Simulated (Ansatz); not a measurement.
# Nb3Au2 as a host for H

These are results of Ansatz, DFT r2SCAN, scalar-relativistic, plane waves, PAW, not measurements.

Plane waves to 500 eV, a k mesh through Γ of 12×12×12 on the computed 5-atom cell and Gaussian smearing (0.10 eV); no spin polarisation for the host; each changed cell takes a mesh and smearing chosen by its own gap and starts from the host's moments or customary ones, or runs without spin. Cells and atoms are relaxed to the nearest stationary point that keeps the symmetry of their start (forces under 0.02 to 0.04 eV/Å, stress under 0.1 to 0.2 GPa); energies are at zero smearing, without zero-point or thermal terms.

Relaxed host (gap on the mesh 0 eV):

```xyz
5
Lattice="-1.7005 1.7005 7.6460 1.7005 -1.7005 7.6460 1.7005 1.7005 -7.6460" Properties=species:S:1:pos:R:3 pbc="T T T"
Nb    0.0000    0.0000    6.1130
Nb    0.0000    0.0000    9.1790
Nb    0.0000    0.0000    0.0000
Au    0.0000    0.0000    3.0492
Au    0.0000    0.0000   12.2428
```

Cases: (1) 2 H in a 1×1×1 repeat of the cell, at (0.250 0.750 0.500), (0.750 0.250 0.500) in fractions of that repeat, 1.87 Å from the nearest atom of the relaxed host; (2) 1 H in a 1×1×1 repeat of the cell, at (0.250 0.750 0.500) in fractions of that repeat, 1.87 Å from the nearest atom of the relaxed host.

Q: Give the energy per H taken from half an H2 molecule (negative: uptake is favourable), the swelling and the final surroundings.

A:
```tsv
case	formula	energy per H (eV)	ΔV (%)	principal strains (%)	nearest host atoms of the first H	gap (eV)
1	Nb3H2Au2	1.06	+10.4	+9.2 +0.6 +0.6	4 (Au) from 2.02 Å	0
2	Nb3HAu2	1.02	+5.0	+4.2 +0.4 +0.4	4 (Au) from 1.94 Å	0
```

Each ion keeps what symmetry its start has, so a lower place off a symmetric site can be missed, above all for H.

Relaxed structure of case 2, the lowest per ion:

```
Nb Au H
1.0
    -1.70667    1.70667    7.96866
     1.70667   -1.70667    7.96866
     1.70667    1.70667   -7.96866
Nb Au H
3 2 1
Cartesian
  0.0000 0.0000 6.4770
  0.0000 0.0000 9.4604
  0.0000 0.0000 0.0000
  0.0000 0.0000 3.0619
  0.0000 0.0000 12.8754
  1.7067 0.0000 3.9843
```

Spin-orbit coupling is left out. In Nb3H2Au2 a bond of the host changes by more than 0.6 Å or the volume by a third: the framework has rearranged or swollen or shrunk strongly, and the figure may no longer describe a topotactic step.

Cost: 3 runs of about 16 core-minutes in all, on Arm Neoverse V2 (shared hosts).